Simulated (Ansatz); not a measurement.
Au:
```xyz
1
Lattice="2.7200 0.0000 0.0000 0.0000 2.7200 0.0000 0.0000 0.0000 2.7200" Properties=species:S:1:pos:R:3 pbc="T T T"
Au     0.0000     0.0000     0.0000
```

Relaxed with r²SCAN. Special points in fractions of this cell's reciprocal vectors: Γ (0.000, 0.000, 0.000); X (0.000, 0.500, 0.000); M (0.500, 0.500, 0.000); R (0.500, 0.500, 0.500).

### Question
List the band energies nearest the Fermi level at these points for r²SCAN with spin–orbit coupling (plane waves, PAW; program Ansatz).

### Answer
In eV from the Fermi level; about four levels below and three above (degenerate sets whole), none deeper than 8.9 eV; … stands for higher levels left out; points with the same levels are listed once.

```tsv
k	below	above
Γ	-1.86 -1.86 -1.86 -1.86 -0.86 -0.86	13.17 13.17 …
X	-1.25 -1.25 -0.44 -0.44	2.37 2.37 …
M	-2.61 -2.61 -0.16 -0.16	3.24 3.24 4.77 4.77
R	-0.11 -0.11 -0.11 -0.11	6.84 6.84 …
```

Space group Pm-3m (simple cubic). A made-up cell: these elements were put on the sites of a structure type; neither database checked (COD, Materials Project) lists it. It is not the phase usual at ambient conditions (space group No. 225). The cell was relaxed with r²SCAN under the symmetry of its start. At this level the phase is mechanically unstable.

Potentials: the later of the program's two PAW sets.
